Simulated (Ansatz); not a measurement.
MgF₂:
```
MgF2
1.0
    4.62226     0.00000     0.00000
    0.00000     4.62226     0.00000
    0.00000     0.00000     3.04641
Mg F
2 4
Direct
  0.00000   0.00000   0.00000
  0.50000   0.50000   0.50000
  0.30298   0.30298   0.00000
  0.19702   0.80298   0.50000
  0.69702   0.69702   0.00000
  0.80298   0.19702   0.50000
```

Relaxed with r²SCAN.

Problem. Give the Bader charges and basin volumes of the independent atoms, DFT-r²SCAN in the program Ansatz with PAW potentials.

Solution. 

```json
[
 {"atom": "Mg1", "Bader charge (e)": "+1.80", "Bader volume (Å³)": "4.5"},
 {"atom": "F3", "Bader charge (e)": "-0.90", "Bader volume (Å³)": "14.0"}
]
```

Space group P4_2/mnm (rutile). The cell was relaxed with r²SCAN under the symmetry of its start.

Potentials: the later of the program's two PAW sets.
